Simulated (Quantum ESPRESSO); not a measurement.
# AuMo4ReTaRh: different elements on one site, starting from this cell

Computed values, not a measurement. The program is pw.x of Quantum ESPRESSO 7.5 (plane-wave density functional theory). The cell is made up: eight metal atoms on a hexagonal close-packed lattice, with elements, volume, strain and displacements drawn at random and not relaxed, so it may be unstable or far from any real phase. PseudoDojo standard norm-conserving files set the functional (PBE unless stated); there is no spin polarisation or spin-orbit coupling, the Fermi-Dirac width of 0.25 eV means electrons at about 2900 K, and the masses in the input are unused placeholders. Heavy elements are run without spin-orbit coupling, which real alloys of them have. A spin test at this wide smearing found no moment, but such smearing suppresses magnetism that the real alloy may have.

The runs put different elements on site 3. Cell, positions, cutoff, mesh and smearing stay as in the input of run 1; sites are counted in its order. Stress in the tables is positive in tension.

Input of run 1:

```
&control calculation='scf', pseudo_dir='./dojo.nc.sr.pbe.v0_5.standard.upf', outdir='./o', disk_io='minimal', tprnfor=.true., tstress=.true. /
&system ibrav=0, nat=8, ntyp=5, nbnd=77, ecutwfc=87.97787729, nosym=.true., tot_charge=0,
 occupations='smearing', smearing='fd', degauss=0.0183746611
/
&electrons conv_thr=1.470e-08, electron_maxstep=70, mixing_beta=0.5 /
ATOMIC_SPECIES
Au 1.0 Au.upf
Mo 1.0 Mo.upf
Re 1.0 Re.upf
Rh 1.0 Rh.upf
Ta 1.0 Ta.upf
CELL_PARAMETERS angstrom
0.0427 4.957 0.0877
2.8152 0.1075 4.7095
2.8913 -0.0582 -4.756
ATOMIC_POSITIONS angstrom
Au -0.0752 0.026 0.0269
Mo 2.8954 -0.0427 0.0004
Re 2.6719 1.6666 -2.3873
Mo 2.9428 1.6969 2.4842
Ta 1.3158 2.4943 0.1565
Mo 4.4489 2.3963 0.1621
Rh 1.5941 4.1377 -2.3043
Mo 1.5299 4.2167 2.4469
K_POINTS automatic
5 5 5 1 1 1
```

```
run  elements on sites 1 to 8  -TS (eV)  pressure (GPa)  stress xx (GPa)  stress yy (GPa)  stress zz (GPa)  stress yz (GPa)  stress xz (GPa)  stress xy (GPa)  iterations
  1   Au Mo Re Mo Ta Mo Rh Mo    -1.806           -3.38             0.09             4.42             5.63             1.17            -0.28             1.68          19
  2   Au Mo Al Mo Ta Mo Rh Mo    -1.703           -3.78             0.93             5.52             4.88             0.48            -1.67             1.53          19
  3   Au Mo Li Mo Ta Mo Rh Mo    -1.791           -6.73             3.14             7.81             9.26             1.46            -1.80             1.13          19
  4   Au Mo Nb Mo Ta Mo Rh Mo    -1.790            1.94            -4.67            -0.65            -0.49             1.58             0.22             1.60          19
  5   Au Mo Pt Mo Ta Mo Rh Mo    -1.802           -2.62            -2.23             4.67             5.44             1.88            -2.68             1.79          20
```

Forces Fx Fy Fz (eV/Å):

```
site              run 1             run 2              run 3             run 4             run 5
   1    1.18 -1.48 0.11  1.18 -1.65 -0.09    1.16 -1.35 0.12  1.21 -1.58 -0.05  1.18 -1.63 -0.25
   2    -0.49 0.23 0.04  -0.46 0.09 -0.05   -0.46 -0.10 0.03   -0.43 0.07 0.26  -0.49 -0.06 0.13
   3    1.39 -0.75 1.35   2.17 -0.39 1.95    1.27 -0.24 1.00   1.66 -0.57 1.70   3.16 -0.53 2.74
   4   -0.97 0.29 -0.20  -1.65 0.63 -0.11   -0.94 0.87 -0.12  -1.62 0.29 -0.19  -1.58 0.56 -0.19
   5    2.29 0.29 -0.70   1.96 0.13 -0.61    1.88 0.13 -0.37   2.26 0.53 -0.86   2.26 0.16 -0.56
   6   -2.72 1.98 -1.00  -2.95 1.90 -1.42   -2.59 1.59 -0.86  -2.71 2.13 -1.33  -3.46 1.87 -2.07
   7   -0.40 -0.47 0.53  -0.35 -0.56 0.53   -0.27 -0.59 0.49  -0.69 -0.59 0.53  -0.78 -0.37 0.47
   8  -0.28 -0.09 -0.13  0.10 -0.15 -0.20  -0.05 -0.31 -0.29  0.32 -0.27 -0.08  -0.29 0.00 -0.27
```

Energies are left out, as each element's file has its own zero. A rerun of one cell of this series at a higher cutoff and on a denser mesh moved values by no more than 0.004 eV in energy, 0.04 GPa in stress and 0.010 eV/Å in force, and a second program with other atomic files agreed on that cell to 2 % rms in force and 0.5 GPa in pressure.